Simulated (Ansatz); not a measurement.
Input and command of a plane-wave DFT calculation in Ansatz:

```yaml
crystal:
  lattice:
    - [-2.6887351975, 0.0, 0.0]
    - [0.0, 0.0, -4.0286949483]
    - [0.0, -4.6570259702, 0.0]
  atoms:
    - { symbol: Mn, position: [0.0, 0.0, 0.0], spin: 1.89 }
    - { symbol: Mn, position: [0.5, 0.0, 0.5], spin: 1.89 }
    - { symbol: Ga, position: [0.5, 0.5, 0.1666666667] }
    - { symbol: Ga, position: [0.0, 0.5, 0.6666666667] }
basis:
  ecutwfc: 420
kpoints:
  mp_grid: { grid: [12, 8, 8] }
hamiltonian:
  xc: pbesol
scf:
  occupations: { method: gaussian, width: 0.15 }
output:
  forces: true
  stress: true
  eigenvalues: true
  populations: true
  write_density: true
  write_potential: true
  elf: true
  volumetric_format: npy
magnetization:
  spin_polarized: true
```

```bash
ansatz run input.yaml --threads 1 --pin off --max-ram 2560MiB --backend cpu --events-out ev --progress --plain --runs-dir out
```

Processor: Intel(R) Xeon(R) Platinum 8259CL CPU @ 2.50GHz (Skylake/Cascade Lake), 1 thread, on a host shared with other jobs.

Task: How long does it run, and how much memory does it take?

Result: About 87 s on 1 thread of Intel(R) Xeon(R) Platinum 8259CL CPU @ 2.50GHz (Skylake/Cascade Lake) (shared host), peak memory 0.77 GiB. It solves 36 bands at 175 k points (the mesh reduced by symmetry) with about 983 plane waves, in 12 SCF iterations.
